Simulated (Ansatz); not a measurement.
Task: C in space group I4_1/amd (No. 141; C on 8e) is relaxed with the program Ansatz at the r²SCAN level (PAW). What lattice parameters of the conventional cell result?

Result: a = 2.529 Å, c = 8.620 Å.

Task: Give the free coordinates with the occupied sites.

Result: In one choice of origin and axes:

| atom | site | symmetry | x | y | z |
|---|---|---|---|---|---|
| C | 8e | 2mm. | 0.0000 | 0.0000 | 0.4138 |

Task: Is it a metal or does it have a gap at this level?

Result: No gap at this level.

The start of the workflow was typed in or built on a structure type; the Crystallography Open Database files this formula in space group No. 141, but the cells were not matched. It is not the phase usual at ambient conditions (space group No. 194, 227). The r²SCAN relaxation kept the symmetry of its start; whether a distortion lowers the energy is not shown.

Potentials: the earlier of the program's two PAW sets.
